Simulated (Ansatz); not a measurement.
input.yaml

```yaml
crystal:
  lattice:
    - [2.1188024516, 1.2232911658, 3.8377320566]
    - [-2.1188024516, 1.2232911658, 3.8377320566]
    - [0.0, -2.4465823315, 3.8377320566]
  atoms:
    - { symbol: Sb, position: [0.7806093031, 0.7806093031, 0.7806093031] }
    - { symbol: P, position: [0.2193893469, 0.2193893469, 0.2193893469] }
basis:
  ecutwfc: 420
kpoints:
  mp_grid: { grid: [12, 12, 12] }
hamiltonian:
  xc: pbesol
scf:
  occupations: { method: gaussian, width: 0.1 }
output:
  forces: true
  stress: true
  eigenvalues: true
```

It can be run as
```bash
ansatz run input.yaml --threads 1 --pin off --backend cpu --events-out ev --progress --plain --runs-dir out  # memory cap (--max-ram) not shown
```

Computed with DFT PBEsol, scalar-relativistic, plane waves, PAW (Ansatz).

Abridged output (final results; tables in files aren't shown):

```
SCF 1 converged in 6 iterations: F = -7147.539319 eV  dr2 = 2.76e-8
SCF converged after 6 iterations
Free energy (F): -7147.539319 eV
Harris-Foulkes:  -7147.539319 eV  (|F-HF|=1.04e-8)
Internal energy: -7147.538349 eV  (E = F + TS)
E sigma→0 (E₀):  -7147.538834 eV
Entropy (-TS):   -0.000970 eV (-0.485 meV/atom)
Fermi energy:    6.363669 eV
--- Per-component energies (eV) ---
  E_band       = -216.667012
  E_kinetic    = 270.882858
  E_local      = -1908.421805  (includes V_loc(G=0)·N_el)
  E_nonlocal   = 397.207985
  E_hartree    = 838.477807
  E_xc         = -195.298273
  E_vxc        = -153.104280  (∫ρ·V_xc dr)
  E_paw        = -5052.836530  (= ΣΔE_a)
  E_vpaw       = -500.189279  (= ΣTr[D̂ρ^β])
  E_aug_tail   = 0.000001  (compensation charges beyond the density's cutoff)
  E_ewald      = -1497.928344
  E_core_change = 0.377953  (= ΣΔE_core)
  E_smearing   = -0.000970  (= −TS)
--- Forces (eV/Å), atoms counted from 1 ---
  atom   1  Sb     0.00000000     0.00000000    -0.12979404
  atom   2  P      0.00000000     0.00000000     0.12977793
--- Stress (GPa, compression-positive) ---
       -9.815690       0.000000       0.000000
        0.000000      -9.815690       0.000000
        0.000000       0.000000      -4.940895
  P = ⅓ Tr σ = -8.1908 GPa (-81.908 kbar)
--- Band table (eV; the first three rows and the last of 189) ---
  k-point 0: bands = ["-22.8216", "-22.8216", "-22.7897", "-22.7897", "-22.7826", "-5.9263", "0.9985", "4.4897", "4.4897", "5.1277", "7.4108", "8.7984", "8.7984", "12.6569"]
  k-point 1: bands = ["-22.8216", "-22.8212", "-22.7898", "-22.7898", "-22.7823", "-5.8564", "0.7647", "4.4363", "4.4726", "5.1618", "7.5353", "8.6744", "8.8112", "12.1342"]
  k-point 2: bands = ["-22.8217", "-22.8202", "-22.7901", "-22.7900", "-22.7817", "-5.6484", "0.1566", "4.3004", "4.4118", "5.2906", "7.6017", "8.5276", "8.7885", "11.5356"]
  k-point 188: bands = ["-22.8218", "-22.8218", "-22.7885", "-22.7885", "-22.7816", "-5.1253", "-1.2717", "4.6117", "4.6117", "5.1645", "7.3722", "7.3722", "7.8794", "13.2192"]
```

Self-consistency was reached.

 The cell holds layers, and where no dispersion correction was added their binding is poorly described.